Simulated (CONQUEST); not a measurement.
CONQUEST run on SnO2 (P4_2/mnm, 6 atoms in the cell; from Materials Project mp-856): self-consistent single point.

All values come from this method and carry its errors: CONQUEST 1.3 with PBE, numerical atomic orbitals double-zeta with polarisation (the shipped basis), PseudoDojo norm-conserving potentials made for PBE.

```xyz
6
Lattice="4.7648 0.0000 0.0000 0.0000 4.7648 0.0000 0.0000 0.0000 3.2075" Properties=species:S:1:pos:R:3 pbc="T T T"
Sn     2.3824     2.3824     1.6038
Sn     0.0000     0.0000     0.0000
O      0.9245     3.8403     1.6038
O      3.8403     0.9245     1.6038
O      3.3069     3.3069     0.0000
O      1.4579     1.4579     0.0000
```

Reference input (self-consistent single point, DFT, PBE, numerical atomic orbitals double-zeta with polarisation (the shipped basis), PseudoDojo norm-conserving potentials made for PBE): basis = DZP; Diag.MPMeshX, Y, Z = 7 7 10; potentials = PseudoDojo norm-conserving PBE; Grid.GridCutoff = 140 Ha; DM.SolutionMethod = diagon; Diag.kT = 0.000367 Ha; Diag.GammaCentred = true; minE.SCTolerance = 1.0e-07; SC.MaxIters = 100; SC.LinearMixingFactor = 0.5; AtomMove.TypeOfRun = static. This run's input differs from it in these lines:

```diff
@@ -17,5 +17,5 @@
 Diag.MPMesh                    T
-Diag.MPMeshX                   7
-Diag.MPMeshY                   7
-Diag.MPMeshZ                   10
+Diag.MPMeshX                   2
+Diag.MPMeshY                   2
+Diag.MPMeshZ                   2
 Diag.GammaCentred              T
```

Output (repeated stretches shortened):

```
    PulayMixSC: Starting Pulay mixing, A_up =  0.500 A_dn =  0.500
    PulayMixSC: Spin non-polarised calculation.
          Harris-Foulkes Energy            :      -223.913388801925464 Ha
    PulayMixSC: Pulay iteration     1 residual:              0.71323E-02
          Harris-Foulkes Energy            :      -223.718956193607227 Ha
    PulayMixSC: Pulay iteration     2 residual:              0.37512E-02
          Harris-Foulkes Energy            :      -223.690409643249154 Ha
    PulayMixSC: Pulay iteration     3 residual:              0.10702E-02
          Harris-Foulkes Energy            :      -223.689414911798195 Ha
   [... lines left out ...]
          Harris-Foulkes Energy            :      -223.689360052952480 Ha
    PulayMixSC: Pulay iteration     6 residual:              0.68918E-05
          Harris-Foulkes Energy            :      -223.689359849729470 Ha
    PulayMixSC: Pulay iteration     7 residual:              0.57834E-06
          Harris-Foulkes Energy            :      -223.689359850264736 Ha
    PulayMixSC: Pulay iteration     8 residual:              0.15997E-06
          Harris-Foulkes Energy            :      -223.689359850382658 Ha
    PulayMixSC: Pulay iteration     9 residual:              0.29152E-07
    PulayMixSC: Reached SCF tolerance of  0.29152E-07 after      9 iterations
      | Number of electrons      =        52.000037
      |* Harris-Foulkes energy   =      -223.689359850382658 Ha
      |* DFT total energy        =      -223.689359850385841 Ha

    force: Forces on atoms (Ha/a0)
    force:  Atom   X              Y              Z
    force:     1  -0.0000000012  -0.0000000012   0.0000000016
    force:     2  -0.0000000000  -0.0000000000  -0.0000000001
    force:     3   0.0020792122  -0.0020792123   0.0000000006
    force:     4  -0.0020792123   0.0020792122   0.0000000006
    force:     5   0.0020792123   0.0020792123  -0.0000000001
    force:     6  -0.0020792123  -0.0020792123  -0.0000000001

    force: Maximum force :        0.00207921(Ha/a0) on atom         3 in y direction
    force: Force Residual:        0.00240087 Ha/a0
    force: Total stress:         -9.57957396    -0.00000002     0.00000000 GPa
                            -0.00000005    -9.57957395     0.00000000
                             0.00000000     0.00000000   -20.32635770
    force: Average pressure:     13.16183520 GPa

    get_E_and_F: Change in energy during last step of electronic optimisation: -0.11792E-09
```

The run converged in 9 iterations. CONQUEST prints the stress tensor with tension positive. Against the reference run the free energy goes up by 95.5 meV/atom and the pressure stays near 13.16 GPa while the zz stress (positive for compression) goes from 16.36 to 20.33 GPa.

The program uses no crystal symmetry, so grid and mesh can part values that symmetry would make equal. The atom-centred basis is finite, which shifts total energies, pressures and forces against plane waves. This run is one point of a test of settings, so its values need not be converged; read them against the reference run alone. The structure comes from a collection of computed structures, made at another level of theory; the collection holds predicted forms beside known ones.

Cost on one core: very roughly 29 core-seconds.
